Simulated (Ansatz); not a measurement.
Bi2Se3:
```yaml
crystal:
  lattice:
    - [4.07778, 0.00000, 0.00000]
    - [-2.03889, 3.53146, 0.00000]
    - [0.00000, 0.00000, 40.00000]
  atoms:
    - { symbol: Se, position: [0.00000, 0.00000, 0.50000] }
    - { symbol: Bi, position: [0.33333, 0.66667, 0.54778] }
    - { symbol: Se, position: [0.33333, 0.66667, 0.41335] }
    - { symbol: Bi, position: [0.66667, 0.33333, 0.45222] }
    - { symbol: Se, position: [0.66667, 0.33333, 0.58665] }
```
Free-standing layer in the xy plane with vacuum along z and no interaction between images.

Relaxed with LDA.

Q: All from LDA (plane waves, PAW; program Ansatz), unless another level is named. Give the hole effective mass, in the valley off the standard path, at k = (-0.068, 0.250, 0.000).

A: 0.73 along x, 0.63 along y (mₑ).

Q: Give the band gap.

A: 0.79 eV (indirect).

Q: What about the electron effective mass, in the valley at Γ?

A: 0.10 mₑ.

Space group P-3m1 (quintuple layer). A layer that has been made, often on a substrate. Symmetry was held in the LDA relaxation; whether a distortion lowers the energy is not shown. Spin–orbit coupling is left out wherever it is not named.

Potentials: the later of the program's two PAW sets.
